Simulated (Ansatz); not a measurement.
BePd (CsCl type)

```
CELL_PARAMETERS angstrom
      5.54527     0.00000     0.00000
      0.00000     2.77263     0.00000
      0.00000     0.00000     2.77263
ATOMIC_POSITIONS crystal
  Be 0.00000 0.00000 0.00000
  Be 0.50000 0.00000 0.00000
  Pd 0.25000 0.50000 0.50000
  Pd 0.75000 0.50000 0.50000
```

A phonon eigenvector at X = (0.5, 0.0, 0.0) is frozen into this cell: atom i moves by Q times the vector below, so Q is the largest atomic displacement, in Å. The cell is held. It is one choice among 2 degenerate patterns. (q is in reciprocal vectors of the primitive cell; the cell shown is doubled to hold the pattern.)

```tsv
atom	x	y	z
Be1	0.000	0.000	1.000
Be2	0.000	0.000	-1.000
```

Atoms not listed stay in place.

Calculation: LDA (plane waves to 420 eV, PAW, scalar-relativistic; Ansatz, an electronic-structure program). k mesh 9×17×17 (Γ-centred), Fermi-Dirac smearing 0.05 eV. The energy includes the smearing's −TS. With partly filled bands, energies and forces of such displacements shift with the k mesh and the smearing. BePd is run without spin polarisation. BePd was relaxed with its symmetry unable to fall. The zero of ΔE is the undisplaced structure.

**Question.** Predict the ΔE (eV/cell) at Q (Å) = -0.150, -0.120, -0.090, 0.090, 0.150.

**Answer.** 
| Q (Å) | ΔE (eV/cell) |
|---|---|
| -0.150 | 0.134 |
| -0.120 | 0.086 |
| -0.090 | 0.049 |
| 0.090 | 0.049 |
| 0.150 | 0.134 |

(A displaced cell: forces are minus the slopes of the energy, force constants its curvatures, and phonons follow from these.)
